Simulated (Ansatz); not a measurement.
Data sheet: Zr (DFT)

Zr:
```yaml
crystal:
  lattice:
    - [2.90342, 0.00000, 0.00000]
    - [0.00000, 2.90342, 0.00000]
    - [0.00000, 0.00000, 2.90342]
  atoms:
    - { symbol: Zr, position: [0.00000, 0.00000, 0.00000] }
```

Space group Pm-3m (No. 221), simple cubic; conventional cell a = b = c = 2.903 Å, α = β = γ = 90.00°.

Method: DFT-r²SCAN in the program Ansatz with PAW potentials. Structure relaxed to zero pressure with the same functional. Other levels are named where they apply.

Cell and energy:

```
Property              Value
---------------  ----------
Volume per atom    24.48 Å³
Density          6.19 g/cm³
```

Electronic structure:

```
Quantity                                                                   Result
------------------------------------  -------------------------------------------
Electronic character                                            metallic (no gap)
Density of states at the Fermi level  1.6 states/eV per atom (mean over ±0.08 eV)
Gap with spin–orbit coupling                                      none (metallic)
```

Mechanics:

```
Quantity                                                               Result
-------------------------------------  --------------------------------------
Bulk modulus (Birch–Murnaghan fit)                                   69.5 GPa
Pressure derivative B′                                                    3.8
Elastic constants (relaxed ions, GPa)      C11 = 108, C12 = 47.9, C44 = -49.6
Mechanical stability                   unstable (C has a negative eigenvalue)
```

A made-up cell: these elements were put on the sites of a structure type; neither database checked (COD, Materials Project) lists it. It is not the phase usual at ambient conditions (space group No. 194). Symmetry was held in the r²SCAN relaxation. The run is not spin-polarised. As this level gives no gap, shear constants depend on the k-mesh and smearing (Fermi–Dirac, 0.1 eV here). Scalar-relativistic: spin–orbit coupling is off unless named, which matters more the heavier the elements.

Potentials: the later of the program's two PAW sets.
